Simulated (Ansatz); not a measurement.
VGe:
```xyz
2
Lattice="0.0000 2.5105 2.5105 2.5105 0.0000 2.5105 2.5105 2.5105 0.0000" Properties=species:S:1:pos:R:3 pbc="T T T"
Ge     0.0000     0.0000     0.0000
V      2.5105     2.5105     2.5105
```
Starting moments (μB, in the order of the atoms Ge V): 0.0 0.2.

Relaxed with PBE. Special points in fractions of this cell's reciprocal vectors: Γ (0.000, 0.000, 0.000); X (0.500, 0.000, 0.500); U (0.625, 0.250, 0.625); K (0.375, 0.375, 0.750); L (0.500, 0.500, 0.500); W (0.500, 0.250, 0.750).

### Question
List the band energies nearest the Fermi level at these points for plane-wave PAW PBE (Ansatz code).

### Answer
In eV from the Fermi level; about four levels below and three above (degenerate sets whole), none deeper than 8.9 eV; points with the same levels are listed once.

```csv
k,below,above
Γ ↑,-0.77 -0.77 -0.77 -0.36 -0.36,3.41 3.41 3.41
X ↑,-4.23 -2.09 -0.01 -0.01,0.17 0.74 0.74
U ↑,-3.89 -3.66 -1.68 -0.03,0.54 1.12 1.87
L ↑,-8.49 -5.78 -2.42 -2.42,0.41 0.41 1.17
W ↑,-8.15 -3.53 -3.53 -2.66,0.74 0.85 0.85
Γ ↓,-0.61 -0.61 -0.61 -0.24 -0.24,3.41 3.41 3.41
X ↓,-4.22 -1.97 -0.01 -0.01,0.29 0.93 0.93
U ↓,-8.24 -3.87 -3.62 -1.61,0.09 0.73 1.29
L ↓,-8.50 -5.74 -2.35 -2.35,0.58 0.58 1.34
W ↓,-8.14 -3.49 -3.49 -2.61,0.93 1.00 1.00
```

Space group Fm-3m (rock salt). The cell is a constructed one: a structure type filled with these elements; neither database checked (COD, Materials Project) lists it. Its standing as an ambient phase is unchecked. Symmetry was held in the PBE relaxation; whether a distortion lowers the energy is not shown. Spin order of the final state: ferromagnetic, the only order run, not a proven ground state. The cell computed holds one magnetic atom, so no antiferromagnetic order was within reach. Scalar-relativistic: spin–orbit coupling is off unless named, which matters more the heavier the elements.

Potentials: the later of the program's two PAW sets.
